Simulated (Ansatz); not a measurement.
Input file for Ansatz (a first-principles code):

Ansatz 0.2 input:
```yaml
crystal:
  lattice:
    - [0.0, 3.0426535737, 3.0426535737]
    - [3.0426535737, 0.0, 3.0426535737]
    - [3.0426535737, 3.0426535737, 0.0]
  atoms:
    - { symbol: Sn, position: [0.0, 0.0, 0.0] }
    - { symbol: Sb, position: [0.5, 0.5, 0.5] }
kpoints:
  mp_grid: { grid: [12, 12, 12] }
basis: { xc_grid: 2 }
hamiltonian:
  xc: pbesol
  pseudopotentials: { kind: paw }
scf:
  occupations: { method: gaussian, width: 0.05 }
checkpoint: { read: metal.run }
output: { write_density: true, elf: true, volumetric_format: npy }
```

Output (shortened):

```
Pseudopotential: Sn, paw, valence charge 14
Pseudopotential: Sb, paw, valence charge 15
Functional definition: PBEsol
Crystal: 2 atoms, lattice volume = 56.336 Å³
Basis set: ecut = 420 eV, 1067 PW (Γ), exchange–correlation on 60×60×60 points (8 copies of the dense FFT grid, shifted against one another)
Bands: 23, of which v1, the nominal top of the filled ones, is band 15 counted from 1 (14 counted from 0)
Symmetry: 48 space group operations
Space group: Fm-3m (ITA 225), of the structure as read, at distance tolerance 3.8e-5 Å
k-points: 72 of 1728
Stability of the state it starts from, as read at its close in the unpolarized treatment …
iter 1 solved again at ethr=3.17e-7 eV; its pass at ethr=3.10e-3 eV (dr2=9.20e-5 eV) is discarded
SCF iter   1: F=—  HF=-12357.909112 eV  |F-HF|=—  |Δ(HF+E_count)|=         —  Δρ=9.30e-7  dr2=2.05e-10  ethr=3.17e-7  ⟨swp⟩=2.9  Hψ=13292  notcnv=0
preconditioner: auto → Kerker (q_TF=auto, 2.442 Å⁻¹)
SCF iter   2: F=-12357.909113 eV  HF=-12357.909113 eV  |F-HF|=3.26e-10  |Δ(HF+E_count)|=   3.89e-8  Δρ=8.75e-7  dr2=2.18e-10  ethr=1.00e-12  ⟨swp⟩=7.2  Hψ=7402  notcnv=0
SCF 1 converged in 2 iterations: F = -12357.909113 eV  dr2 = 2.18e-10
SCF converged after 2 iterations
Free energy (F): -12357.909113 eV
Harris-Foulkes:  -12357.909113 eV  (|F-HF|=3.26e-10)
Internal energy: -12357.907546 eV  (E = F + TS)
E sigma→0 (E₀):  -12357.908329 eV
Entropy (-TS):   -0.001567 eV (-0.783 meV/atom)
Fermi energy:    10.261034 eV
--- Per-component energies (eV) ---
  E_band       = -247.665904
  E_kinetic    = 394.980608
  E_local      = -2426.834706  (includes V_loc(G=0)·N_el)
  E_nonlocal   = 333.944521
  E_hartree    = 1246.822135
  E_xc         = -517.062864
  E_vxc        = -193.994037  (∫ρ·V_xc dr)
  E_paw        = -8565.115904  (= ΣΔE_a)
  E_vpaw       = -849.405707  (= ΣTr[D̂ρ^β])
  E_aug_tail   = -0.000002  (compensation charges beyond the density's cutoff)
  E_ewald      = -2825.258029
  E_core_change = 0.616697  (= ΣΔE_core)
  E_smearing   = -0.001567  (= −TS)
  E_closure    =  0.000000  (closes the sum)
  Σ components = -12357.909113   (vs F -12357.909113, Δ=0.00e0)
  [band-id]    e_kinetic+e_local+e_nonlocal+2·e_hartree+e_vxc+e_vpaw+e_augmentation_tail = -247.665054   (vs E_band -247.665904, Δ=8.50e-4)
--- Band table (eV; the first three rows and the last of 72) ---
  k-point 0: bands = ["-18.4724", "-18.4724", "-18.4580", "-18.4580", "-18.4580", "-11.1403", "-11.1403", "-11.1289", "-11.1289", "-11.1289", "-1.6490", "7.9589", "9.4489", "9.4489", "9.4489", "14.8729", "14.8729", "14.8729", "15.6638", "15.6638", "15.6638", …
  k-point 1: bands = ["-18.4722", "-18.4722", "-18.4579", "-18.4577", "-18.4577", "-11.1412", "-11.1412", "-11.1288", "-11.1284", "-11.1284", "-1.5688", "7.2591", "9.4587", "9.4587", "9.9706", "14.4528", "14.4528", "14.5524", "15.5100", "15.8263", "15.8263", …
  k-point 2: bands = ["-18.4717", "-18.4717", "-18.4575", "-18.4570", "-18.4570", "-11.1439", "-11.1439", "-11.1287", "-11.1268", "-11.1268", "-1.3294", "6.0640", "9.4974", "9.4974", "10.6216", "13.6180", "13.6180", "13.8962", "15.5608", "16.2882", "16.2882", …
  k-point 71: bands = ["-18.4728", "-18.4689", "-18.4556", "-18.4556", "-18.4513", "-11.1631", "-11.1458", "-11.1246", "-11.1246", "-11.1129", "1.4025", "3.1897", "5.8685", "5.8685", "11.2820", "12.0245", "15.8952", "15.8952", "18.2712", "18.2712", "22.5975", …
```

Cost: very roughly 2.8 core-seconds on shared cores.

The workflow started from an entry of the Crystallography Open Database (COD), which files this formula under 2 space groups. Its standing as an ambient phase is unchecked. The PBEsol relaxation kept the symmetry of its start; whether a distortion lowers the energy is not shown. Spin–orbit coupling is left out wherever it is not named.

Potentials: the later of the program's two PAW sets.

Ansatz is a plane-wave DFT program.
